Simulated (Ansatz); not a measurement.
An element in the sc structure gives these cold pressures by all-electron LAPW under PBEsol (Ansatz 0.2.0, scalar-relativistic, no spin polarisation).

```tsv
V (Å³/atom)	P (GPa)
33.50	-0.01
30.15	7.15
26.80	19.77
23.45	43.1
20.10	88.6
16.75	183.2
13.40	405.7
```

Which element is it?

Bi. Its zero-pressure volume in this structure is near 33.5 Å³/atom; the volume and the steepness of P(V) together point to it, though neighbours can come close. Other candidates weren't computed, and some may come near.
